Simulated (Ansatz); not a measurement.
SiNi2:
```xyz
12
Lattice="5.0284 0.0000 0.0000 0.0000 3.7287 0.0000 0.0000 0.0000 7.0710" Properties=species:S:1:pos:R:3 pbc="T T T"
Si     1.4415     2.7965     4.3465
Si     3.5868     0.9322     2.7245
Si     1.0727     0.9322     0.8110
Si     3.9557     2.7965     6.2600
Ni     4.8240     2.7965     1.4401
Ni     0.2044     0.9322     5.6309
Ni     2.7186     0.9322     4.9756
Ni     2.3098     2.7965     2.0954
Ni     4.1779     2.7965     3.9617
Ni     0.8505     0.9322     3.1093
Ni     3.3647     0.9322     0.4262
Ni     1.6637     2.7965     6.6448
```

Relaxed with PBE.

Q: Map the electron localisation function on the plane through (0.287, 0.750, 0.615) spanned by u = [1, 0, 0] and v = [0, 0, 1] in lattice vectors, from plane-wave PAW PBE (Ansatz code).

A: x is the fraction of u, y of v (the angle between them is 90°; rows are the nearest grid lines); atoms in the plane: Si at (0.00, 0.00), Si at (0.50, 0.27), Ni at (0.67, 0.59), Ni at (0.17, 0.68), Ni at (0.54, 0.95), Ni at (0.04, 0.33).
```
|#- :**+:. .:-++=:..=%%=.:#|
|..-+#*=:  .-*@@#=:.-#%*-..|
|=+*##+-:  .-+#%+-..:*##*==|
|%%#*=:::.   .::..  .-=+*#%|
|*+-:.  ...         .:-==+*|
|  .:::.  .::......   .... |
| .:-==-.  .::..       ..  |
| :=#@@*-.  ..  ....   ..  |
| .-*%%+-. ..  .:-=-:.  .  |
|  .:-:.   .. .-+%@#=:  .. |
|    .     .  .-+%@#=:  .. |
|:...     ...  .:--:.  .:::|
|   .......::.......   ::. |
|...    :-=+*##*+-:....   .|
|:--:.  :=*##%%%%*=-:.   .:|
|#@%+:..=#%*-::=*#*+-.  :=#|
|#@%+:.:+%#=....-+*+-.  :=#|
|-=-:..-*%*:.=+..=*+=:  .:-|
|::.. .-*#*: ...-+*+-:.  .:|
|==--:::-+***##%%#*=:::-===|
|%%#*+-:-=+#%@@@%*+-::=+#%%|
|+*###+-::::::::...:-+**+++|
|.:-+#*=::.......  :=**+:..|
|#- :**+:. .:-++=:..=%%=.:#|
```
Scale: ten equal steps from 0.144 (start of ' ') to 0.718 (end of '@'), in the order ' .:-=+*#%@'; x runs from 0.000 to 1.00, y from 0.000 (bottom) to 1.00 (top).

The density is the valence pseudo-density with augmentation charge, so density and ELF within about 1 Å of a nucleus are not all-electron values.

Space group Pnma. The cell was relaxed with PBE under the symmetry of its start. The workflow began spin-polarised and lost its moments.

Potentials: the later of the program's two PAW sets.
